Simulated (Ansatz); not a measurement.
GaSiGeN:
```cif
data_GaGeNSi
_chemical_formula_sum 'Ga1 N1 Ge1 Si1'
_space_group_name_H-M_alt 'P 1'
_space_group_IT_number 1
_cell_length_a 6.36395
_cell_length_b 6.36395
_cell_length_c 6.36395
_cell_angle_alpha 32.737
_cell_angle_beta 32.737
_cell_angle_gamma 32.737
loop_
_space_group_symop_operation_xyz
  'x, y, z'
loop_
_atom_site_label
_atom_site_type_symbol
_atom_site_fract_x
_atom_site_fract_y
_atom_site_fract_z
_atom_site_occupancy
Ga1 Ga 0.01479 0.01479 0.01479 1
N1 N 0.12411 0.12411 0.12411 1
Ge1 Ge 0.48917 0.48917 0.48917 1
Si1 Si 0.62196 0.62196 0.62196 1
```

Relaxed with r²SCAN.

Which orbitals make up the states near the Fermi level in r²SCAN (plane waves, PAW; program Ansatz)?

Within 0.5 eV of the Fermi level: Si 3p 29 %, Ge 4p 19 %, Ga 4p 15 %, N 2p 14 %, Ge 4s 10 %, N 2s 7 %. Projections are on Löwdin-orthogonalised atomic valence shells; empty p or d shells of many metals are not among them.

Tabulate the density of states.

States/eV per cell of 4 atoms, in 0.25 eV bins, energy from the Fermi level.

```csv
E (eV),total,N 2p,Ge 4p,Si 3p
-7.85,0.99,0.15,0.06,0.12
-7.60,0.61,0.09,0.05,0.07
-7.35,0.15,0.02,0.01,0.03
-7.10,0.38,0.07,0.03,0.10
-6.85,0.76,0.18,0.09,0.17
-6.60,0.81,0.22,0.11,0.14
-6.35,1.32,0.46,0.25,0.16
-6.10,1.95,0.81,0.44,0.16
-5.85,1.69,0.78,0.38,0.12
-5.60,1.62,0.82,0.36,0.10
-5.35,1.68,0.93,0.36,0.08
-5.10,2.11,1.28,0.42,0.08
-4.85,1.87,1.13,0.34,0.13
-4.60,1.75,0.91,0.27,0.27
-4.35,2.04,0.95,0.27,0.41
-4.10,2.99,1.31,0.41,0.63
-3.85,1.92,0.63,0.28,0.50
-3.60,1.24,0.32,0.18,0.37
-3.35,1.13,0.31,0.15,0.35
-3.10,1.11,0.31,0.14,0.34
-2.85,1.22,0.35,0.15,0.40
-2.60,1.68,0.44,0.20,0.63
-2.35,1.39,0.37,0.11,0.54
-2.10,0.84,0.13,0.04,0.40
-1.85,0.75,0.08,0.03,0.38
-1.60,0.77,0.08,0.03,0.38
-1.35,0.95,0.11,0.07,0.42
-1.10,0.98,0.10,0.09,0.42
-0.85,0.95,0.07,0.08,0.43
-0.60,1.43,0.12,0.16,0.58
-0.35,1.43,0.16,0.20,0.52
-0.10,1.40,0.17,0.26,0.43
0.15,1.41,0.22,0.30,0.36
0.40,1.77,0.31,0.41,0.40
0.65,1.27,0.22,0.28,0.31
0.90,1.04,0.18,0.21,0.26
1.15,0.93,0.15,0.19,0.24
1.40,1.05,0.18,0.17,0.26
1.65,1.45,0.28,0.21,0.26
1.90,1.26,0.27,0.20,0.16
2.15,1.11,0.24,0.20,0.13
2.40,1.10,0.23,0.26,0.11
2.65,1.49,0.31,0.44,0.13
2.90,2.16,0.46,0.73,0.16
3.15,1.37,0.16,0.47,0.15
3.40,1.70,0.19,0.55,0.20
3.65,1.84,0.19,0.54,0.27
3.90,2.51,0.29,0.95,0.30
4.15,0.94,0.10,0.44,0.08
4.40,2.89,0.30,1.06,0.28
4.65,2.88,0.31,1.05,0.29
```

Space group R3m. The start of the workflow was typed in or built on a structure type; neither database checked (COD, Materials Project) lists it. Whether it is the stable phase at ambient conditions was not checked. Symmetry was held in the r²SCAN relaxation; its stability against distortions is not shown here. Its formation energy is positive at this level, so the cell may be metastable or incomplete. Spin–orbit coupling is left out wherever it is not named.

Potentials: the earlier of the program's two PAW sets. The files were generated under PBE; for other functionals the program regenerates the frozen cores, and for LDA and PBEsol the local potential too.
